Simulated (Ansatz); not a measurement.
Ga₃Mo (Cu3Au type, Pm-3m) under volume change, PBEsol in the plane-wave PAW code Ansatz, scaled uniformly.

| V (Å³/atom) | E − E(relaxed) (meV/atom) | P (GPa) |
|---|---|---|
| 13.602 | 60.7 | 15.84 |
| 14.051 | 25.4 | 9.59 |
| 14.499 | (withheld) | (withheld) |
| 14.948 | 0.0 | 0.00 |
| 15.396 | 5.4 | -3.79 |
| 15.844 | 20.6 | -6.98 |
| 16.293 | (withheld) | (withheld) |

**Question.** Some entries are withheld; supply them.

**Answer.** 
- 16.293, E − E(relaxed) (meV/atom): 44.0
- 16.293, P (GPa): -9.61
- 14.499, E − E(relaxed) (meV/atom): 6.0
- 14.499, P (GPa): 4.41

**Question.** What does a third-order Birch–Murnaghan fit give for V₀, B₀ and B′?

**Answer.** V₀ = 14.94 Å³/atom, B₀ = 136 GPa, B′ = 4.6.

A made-up cell: these elements were put on the sites of a structure type; neither database checked (COD, Materials Project) lists it. Its standing as an ambient phase is unchecked. The PBEsol relaxation kept the symmetry of its start. At this level the phase is mechanically unstable. No spin polarisation was allowed.

Potentials: the earlier of the program's two PAW sets. The files were generated under PBE; for other functionals the program regenerates the frozen cores, and for LDA and PBEsol the local potential too.
